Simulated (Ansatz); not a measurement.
**Compressing InGa₂N₃: a fit and a missing row**

InGa₂N₃, Cmc2_1, a = 9.906 Å, b = 5.714 Å, c = 5.336 Å. The structure is a Materials Project entry; whether it is the stable form wasn't checked. Ansatz: PBEsol, PAW, 420 eV, Γ-centred 6×6×6 mesh on 12 atoms, Gaussian smearing 0.02 eV; no spin polarisation. Shape and atoms are relaxed at each volume; pressure is positive in compression.

```tsv
V (Å³/atom)	P (GPa)
11.828	12.02
12.206	?
12.583	-0.01
12.961	-4.69
13.338	-8.66
```

Q: Take V0 = 12.583 Å³/atom, count pressures from its P0 = -0.01 GPa, fit the third-order Birch–Murnaghan form to the other rows, and predict the missing pressure.

A: With the Eulerian strain f = ½[(V0/V)^(2/3) − 1] and y = (P − P0)/[3f(1 + 2f)^(5/2)], the form is the line y = B0 + 1.5 B0 (B0′ − 4) f. Rows (f, y): 0.02106, 171.7; -0.00977, 167.7; -0.01905, 166.8. Means f = -0.002587, y = 168.73; Σ(Δf)² = 0.0008818, ΣΔfΔy = 0.1094; the slope is their ratio. y = 169.1 + 124.1 f GPa, so B0 = 169.1 GPa and B0′ = 4 + 2 × (124.1)/(3 × 169.1) = 4.49. At V = 12.206, f = 0.01024, y = 170.37 and P = 5.50 GPa. The run gave 5.52 GPa, so the fit is 0.02 GPa too low, a small miss on the scale of the series.